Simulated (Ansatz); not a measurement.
Input and command of a plane-wave DFT calculation in Ansatz:

```yaml
crystal:
  lattice:
    - [3.8379887521, 0.0, 0.0]
    - [0.0, 3.8379887521, 0.0]
    - [0.0, 0.0, 8.0639838901]
  atoms:
    - { symbol: Hf, position: [0.0, 0.5, 0.2493233748] }
    - { symbol: Hf, position: [0.5, 0.0, 0.7506766252] }
    - { symbol: Ge, position: [0.0, 0.0, 0.0] }
    - { symbol: Ge, position: [0.5, 0.5, 0.0] }
    - { symbol: Te, position: [0.0, 0.5, 0.6199456659] }
    - { symbol: Te, position: [0.5, 0.0, 0.3800543341] }
basis:
  ecutwfc: 420
kpoints:
  mp_grid: { grid: [10, 10, 4] }
hamiltonian:
  xc: pbesol
scf:
  occupations: { method: gaussian, width: 0.1 }
output:
  forces: true
  stress: true
  eigenvalues: true
  write_density: true
  write_potential: true
  elf: true
  volumetric_format: npy
relax:
  adjacent_minimum: "off"
  f_tol: 0.008
  max_steps: 40
```

```bash
ansatz run input.yaml --threads 1 --pin off --max-ram 2560MiB --backend cpu --events-out ev --progress --plain --runs-dir out
```

Processor: Arm Neoverse V1, 1 thread, on a host shared with other jobs.

**Question.** How long does it run, and how much memory does it take?

**Answer.** About 120 s on 1 thread of Arm Neoverse V1 (shared host), peak memory 0.67 GiB. It solves 68 bands at 63 k points (the mesh reduced by symmetry) with about 2347 plane waves, in 24 SCF iterations over 3 ionic steps.
